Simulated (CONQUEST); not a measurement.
Band structure of GaN (P6_3mc, 8 atoms in the cell; from Materials Project mp-804).

```yaml
crystal:
  lattice:
    - [3.18893, 0.00000, 0.00000]
    - [0.00000, 5.52339, 0.00000]
    - [0.00000, 0.00000, 5.19236]
  atoms:
    - { symbol: Ga, position: [0.50000, 0.16667, 0.49908] }
    - { symbol: Ga, position: [0.00000, 0.33333, 0.99908] }
    - { symbol: Ga, position: [0.00000, 0.66667, 0.49908] }
    - { symbol: Ga, position: [0.50000, 0.83333, 0.99908] }
    - { symbol: N, position: [0.50000, 0.16667, 0.87592] }
    - { symbol: N, position: [0.00000, 0.33333, 0.37592] }
    - { symbol: N, position: [0.00000, 0.66667, 0.87592] }
    - { symbol: N, position: [0.50000, 0.83333, 0.37592] }
```

Computed with PBE, numerical atomic orbitals double-zeta with polarisation (the shipped basis), PseudoDojo norm-conserving potentials made for PBE run with CONQUEST 1.3.

Settings: basis = DZP; Diag.MPMeshX, Y, Z = 5 3 3; potentials = PseudoDojo norm-conserving PBE; Grid.GridCutoff = 175 Ha; DM.SolutionMethod = diagon; Diag.kT = 0.000367 Ha; Diag.GammaCentred = true; minE.SCTolerance = 1.0e-07; SC.MaxIters = 100; SC.LinearMixingFactor = 0.3; AtomMove.TypeOfRun = static.

The program uses no crystal symmetry, so grid and mesh can part values that symmetry would make equal. The atom-centred basis is finite, which shifts total energies, pressures and forces against plane waves. The structure comes from a collection of computed structures, made at another level of theory; the collection holds predicted forms beside known ones.

Predict the gap along the standard path.

The gap along the path of this cell's zone is 2.01 eV.

Points are given in units of this cell's reciprocal vectors. Levels in eV from the top of the valence band on the path, bands 33 to 37:
```
point                  33     34     35     36    37
------------------  -----  -----  -----  -----  ----
Γ (0 0 0)           -1.02  -0.01   0.00   0.00  2.01
X (-0.5 0 0)        -2.12  -2.12  -1.94  -1.94  5.84
S (-0.5 0 -0.5)     -1.68  -1.68  -1.68  -1.68  5.95
Y (0 0 -0.5)        -0.54  -0.54  -0.53  -0.53  4.35
Z (0 -0.5 0)        -0.72  -0.72  -0.52  -0.52  4.38
U (-0.5 -0.5 0)     -2.23  -2.23  -1.03  -1.03  5.12
R (-0.5 -0.5 -0.5)  -1.92  -1.92  -1.92  -1.92  4.45
T (0 -0.5 -0.5)     -1.32  -1.32  -1.32  -1.32  5.35
```

Higher empty bands are left out: an atom-centred basis made for the valence describes them poorly.

The labels belong to the zone of the cell as typed, which is larger than the primitive one, so the bands are folded: a gap that looks direct here can be indirect in the primitive zone.
